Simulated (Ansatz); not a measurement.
Every step of a relaxation of hcp Ni (11-20), 2 layers

DFT, PBEsol, PAW with Ansatz's default frozen-core files, scalar-relativistic (Ansatz 0.2.0); a Γ-centred 10×10×1 k mesh, Fermi–Dirac smearing of 0.05 eV, spin-polarised from start moments Ni1 1, Ni2 1, Ni3 1, Ni4 1 μB. The run relaxes the atoms in the fixed cell.

Command: `ansatz run input.yaml --threads 2 --pin off --max-ram 6144MiB --backend cpu --events-out ev --progress --plain --runs-dir out` It took 4.2 min on 2 threads of Arm Neoverse V1, with other jobs on the host, peak memory 0.96 GiB.

```yaml
crystal:
  lattice:
    - [4.2368467844, 0.0, 0.0]
    - [0.0, 4.0185732436, 0.0]
    - [0.0, 0.0, 17.2231]
  atoms:
    - { symbol: Ni, position: [0.083333333, 0.75, 0.4644932586], spin: 1.0 }
    - { symbol: Ni, position: [0.416666667, 0.25, 0.4644932586], spin: 1.0 }
    - { symbol: Ni, position: [0.583333333, 0.75, 0.5355067414], spin: 1.0 }
    - { symbol: Ni, position: [0.916666667, 0.25, 0.5355067414], spin: 1.0 }
magnetization:
  spin_polarized: true
kpoints:
  mp_grid: { grid: [10, 10, 1] }
scf:
  occupations: { method: fermi_dirac, width: 0.05 }
hamiltonian:
  xc: pbesol
  pseudopotentials: { kind: paw }
output:
  forces: true
  stress: true
  eigenvalues: true
relax:
  f_tol: 0.01
  max_steps: 40
efield:
  axis: 3
  amplitude: 0
  dipole_correction: true
```

Each step lists its free energy a cell above the last geometry, and Cartesian positions (Å) with forces (eV/Å).

The first step:

```
step 1  dF = 521.70 meV
  Ni 0.3531 3.0139 8.0000   0.0419 0.0000 1.1778
  Ni 1.7654 1.0046 8.0000   -0.0419 0.0000 1.1778
  Ni 2.4715 3.0139 9.2231   0.0421 0.0000 -1.1780
  Ni 3.8838 1.0046 9.2231   -0.0421 0.0000 -1.1780
```

Other magnetic orders may lie lower. The PAW files were made under PBE. The cell is 1×1, so reconstructions are forbidden, and in slabs of four or five layers the relaxations can be far larger than at a real surface.

**Question.** Where does the relaxation end, and by which steps?

**Answer.** After 4 geometries, with a shortest distance of 2.269 Å and a cell moment of 2.95 μB. The further steps:
```
step 2  dF = 251.26 meV
  Ni 0.3706 3.0139 8.0656   0.0506 0.0000 0.8435
  Ni 1.7478 1.0046 8.0656   -0.0506 0.0000 0.8435
  Ni 2.4890 3.0139 9.1575   0.0505 0.0000 -0.8433
  Ni 3.8662 1.0046 9.1575   -0.0505 0.0000 -0.8433
step 3  dF = 6.44 meV
  Ni 0.4250 3.0139 8.2197   0.0931 0.0000 -0.1236
  Ni 1.6935 1.0046 8.2197   -0.0931 0.0000 -0.1236
  Ni 2.5433 3.0139 9.0034   0.0945 0.0000 0.1241
  Ni 3.8120 1.0046 9.0034   -0.0945 0.0000 0.1241
step 4  dF = 0.00 meV
  Ni 0.4391 3.0139 8.2047   0.0085 0.0000 0.0060
  Ni 1.6794 1.0046 8.2047   -0.0085 0.0000 0.0060
  Ni 2.5575 3.0139 9.0184   0.0086 0.0000 -0.0060
  Ni 3.7978 1.0046 9.0184   -0.0086 0.0000 -0.0060
step 5  dF = 0.00 meV  (same geometry, solved once more)
  Ni 0.4391 3.0139 8.2047   0.0085 0.0000 0.0060
  Ni 1.6794 1.0046 8.2047   -0.0085 0.0000 0.0060
  Ni 2.5575 3.0139 9.0184   0.0086 0.0000 -0.0060
  Ni 3.7978 1.0046 9.0184   -0.0086 0.0000 -0.0060
```
